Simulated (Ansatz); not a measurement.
**GdGa2 in the AlB2-type structure**

**What was measured.** A cell as deposited of hexagonal GdGa2 (space group P6/mmm), temperature not stated, from the Crystallography Open Database (1981), has a, c = 4.223, 4.137 Å and 21.30 Å³/atom.

The computed numbers are results of PBEsol, scalar-relativistic (collinear spin) in the plane-wave PAW code Ansatz at 420 eV, Γ-centred 10×10×8 mesh, 0.05 eV Gaussian smearing. The datasets are Ansatz's generated set soft_2.

```cif
data_structure
_symmetry_space_group_name_H-M 'P6/mmm'
_symmetry_Int_Tables_number 191
_cell_length_a 4.1854
_cell_length_b 4.1854
_cell_length_c 4.0756
_cell_angle_alpha 90.000
_cell_angle_beta 90.000
_cell_angle_gamma 120.000
_cell_volume 61.83
loop_
_atom_site_label
_atom_site_type_symbol
_atom_site_symmetry_multiplicity
_atom_site_Wyckoff_symbol
_atom_site_fract_x
_atom_site_fract_y
_atom_site_fract_z
_atom_site_occupancy
Gd1 Gd 1 a 0.00000 0.00000 0.00000 1
Ga1 Ga 2 d 0.33333 0.66667 0.50000 1
```

The start was a prototype's sites filled with these elements; the Crystallography Open Database holds the compound in this structure.

Magnetic state: ferromagnetic, site spin moments Gd 7.03 μB.

The cell above was scaled in volume, and shape and atoms were relaxed at each volume within its symmetry. Energies are counted from the cell above.

The cell is relaxed to zero pressure at this level.

| V (Å³/atom) | ΔE (meV/atom) | P from the stress (GPa) |
| --- | --- | --- |
| 19.786 | 8.39 | 3.31 |
| 20.198 | 2.03 | 1.62 |
| 20.610 | 0.00 | 0.00 |
| 21.022 | 1.92 | -1.45 |
| 21.435 | 7.24 | -2.72 |

Task: Do the energies and the pressures agree? Compare −ΔE/ΔV between neighbouring points (1 meV/Å³ = 0.1602 GPa) with the mean of their pressures.

Result: 
```json
{"interval (Å³/atom)": "19.79 to 20.20", "−ΔE/ΔV (GPa)": "2.5", "mean P (GPa)": "2.5"}
{"interval (Å³/atom)": "20.20 to 20.61", "−ΔE/ΔV (GPa)": "0.8", "mean P (GPa)": "0.8"}
{"interval (Å³/atom)": "20.61 to 21.02", "−ΔE/ΔV (GPa)": "-0.7", "mean P (GPa)": "-0.7"}
{"interval (Å³/atom)": "21.02 to 21.43", "−ΔE/ΔV (GPa)": "-2.1", "mean P (GPa)": "-2.1"}
```
They differ by 0.02 GPa at most.

Task: What do the two routes give for V0, B0 and B0′?

Result: A third-order Birch–Murnaghan fit of the energies: V0 = 20.61 Å³/atom, B0 = 75 GPa, B0′ = 4.8. A polynomial of P in ln V, with B = −dP/d ln V at P = 0: V0 = 20.61 Å³/atom, B0 = 77 GPa, B0′ = 3.8. The two B0′ disagree, so these points don't fix it: the range is narrow, and mesh and smearing noise enter a third derivative strongly.

B0·V0 = 75.4 GPa × 20.61 Å³ = 9.70 eV/atom sets the scale: near the minimum ΔE ≈ ½ B0 V0 x², with x = V/V0 − 1, and a pressure of 0.8 GPa squeezes the volume by about 1 %. At the ends of the curve: x = −4.0 % predicts 7.7 meV/atom and the run gives 8.4; x = +4.0 % predicts 7.8 meV/atom and the run gives 7.2. The lopsidedness is anharmonic: atoms resist being pushed together more than being pulled apart.

**Against experiment.** PBEsol gives 4.185, 4.076 Å and 20.61 Å³/atom, −3.2 % in volume (−1.1 % in length) from the database's cell. That is a large miss for PBEsol, or the entry is off.

Without a U the 4f levels of Gd lie too near the Fermi level, so their share of the states there, and what hangs on it, is overstated. Spin–orbit coupling, which matters for such heavy elements, is left out. The run wasn't fully tested for a lower electronic state. Site moments are of spin, integrated over atomic spheres. No antiparallel order was tried. The run is a metal.
